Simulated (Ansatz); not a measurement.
The start is a relaxed Ir cell, doubled along one cell vector, shaken by Gaussian noise of σ = 0.08 Å a coordinate. The structure is fully relaxed (lattice and positions, P = 0) with r2SCAN (plane waves to 500 eV, PAW, scalar-relativistic; Ansatz, a first-principles code). The first steps use a coarse 9×9×5 k-mesh.

Input geometry:
```yaml
crystal:
  lattice:
    - [3.70470, 0.00000, 0.00000]
    - [0.00000, 3.70470, 0.00000]
    - [0.00000, 0.00000, 7.40940]
  atoms:
    - { symbol: Ir, position: [0.01202, 0.51164, 0.23498] }
    - { symbol: Ir, position: [0.00168, 0.53290, 0.74163] }
    - { symbol: Ir, position: [0.48753, 0.99226, 0.24869] }
    - { symbol: Ir, position: [0.48375, 0.03624, 0.75867] }
    - { symbol: Ir, position: [0.50369, 0.48853, 0.00398] }
    - { symbol: Ir, position: [0.53222, 0.49164, 0.50032] }
```

```json
{
  "largest_initial_force": "1.29 eV/Å, on Ir4 (atoms numbered as listed)",
  "relative_to_the_parent": "It does not go back: it reaches R32 (No. 155), 0.07 eV/atom below the parent",
  "Shortest distances (start → end)": "The closest pairs of elements (up to four, under 3.6 Å), start → end: Ir–Ir 2.47 → 2.48 Å",
  "band_gap_at_the_end": "no gap (metallic)",
  "optimiser_moves": "11"
}
```

Final values are on a 13×13×13 k-mesh of the relaxed cell. No spin polarisation in the result.

The relaxed structure here is a generated cell of Ir: the first start was made by a random draw of sites in a space group, and the end was not matched to a known phase here, so it may be hypothetical. Known forms of Ir include space group No. 225.
